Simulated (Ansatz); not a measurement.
Os (hcp (Mg type)), relaxed with PBE+D3(BJ) (Ansatz, a program for electronic structure, plane waves, PAW): a = b = 2.7363 Å, c = 4.3229 Å, α = β = 90.00°, γ = 120.00°.

**Question.** The same phase is relaxed and computed with PBEsol in the same code. What is the cell now?

**Answer.** a = 2.729 Å, b = 2.729 Å, c = 4.310 Å, α = 90.00°, β = 90.00°, γ = 120.00°.

All cells were relaxed under the symmetry of their starts (and spin orders); stability against distortions was not tested throughout. Named crystals with no word on spin ran without spin polarisation. Scalar-relativistic: spin–orbit coupling is off unless named, which matters more the heavier the elements.

Potentials: the earlier of the program's two PAW sets. The files were generated under PBE; for other functionals the program regenerates the frozen cores, and for LDA and PBEsol the local potential too.

Ansatz is a plane-wave DFT program.
